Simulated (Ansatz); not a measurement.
The start is a randomly generated symmetric cell of ZnAg (space group No. 166). The structure is fully relaxed (lattice and positions, P = 0) with PBEsol (plane waves to 420 eV, PAW, scalar-relativistic; Ansatz, a program for electronic structure). The first steps use a coarse 7×7×7 k-mesh.

Starting cell:
```yaml
crystal:
  lattice:
    - [3.87060, 2.23469, 2.63632]
    - [-3.87060, 2.23469, 2.63632]
    - [0.00000, -4.46938, 2.63632]
  atoms:
    - { symbol: Ag, position: [0.50000, 0.50000, 0.00000] }
    - { symbol: Ag, position: [0.00000, 0.50000, 0.50000] }
    - { symbol: Ag, position: [0.50000, 0.00000, 0.50000] }
    - { symbol: Ag, position: [0.50000, 0.50000, 0.50000] }
    - { symbol: Zn, position: [0.00000, 0.00000, 0.50000] }
    - { symbol: Zn, position: [0.50000, 0.00000, 0.00000] }
    - { symbol: Zn, position: [0.00000, 0.50000, 0.00000] }
    - { symbol: Zn, position: [0.00000, 0.00000, 0.00000] }
```

* **Initial pressure**: +3.0 GPa (positive: the cell is compressed)
* **Outcome**: The space group stays R-3m (No. 166) (the run could not lower it), with 8 atoms in the primitive cell
* **Energy released**: 0.31 eV/atom
* **Volume change**: -10.3 %, from 17.10 to 15.34 Å³/atom
* **Shortest distances (start → end)**: The closest pairs of elements (up to four, under 3.6 Å), start → end: Ag–Ag 2.59 → 2.72 Å; Ag–Zn 2.59 → 2.67 Å; Zn–Zn 2.59 → 2.72 Å
* **Band gap at the end**: no gap (metallic)
* **Optimiser moves**: 19

It ends as:

Space group R-3m, hexagonal axes (No. 166); a = b = 8.9160 Å, c = 5.3493 Å, α = β = 90.00°, γ = 120.00°

| atom | site | symmetry | x | y | z |
|---|---|---|---|---|---|
| Ag | 9e | .2/m | 0.0000 | 0.5000 | 0.0000 |
| Ag | 3b | -3m | 0.0000 | 0.0000 | 0.5000 |
| Zn | 9d | .2/m | 0.5000 | 0.5000 | 0.5000 |
| Zn | 3a | -3m | 0.0000 | 0.0000 | 0.0000 |
(The calculation used a cell of 8 atoms; values per cell refer to that cell.)

Final values are on a 11×11×11 k-mesh of the relaxed cell. No spin polarisation in the result.

The run could not lose the symmetry of its start, so the end can be a saddle point.

All atoms sit on sites fixed by symmetry, so only the cell could relax.

The relaxed structure here is a generated cell of ZnAg: the first start was made by a random draw of sites in a space group, and the end was not matched to a known phase here, so it may be hypothetical.
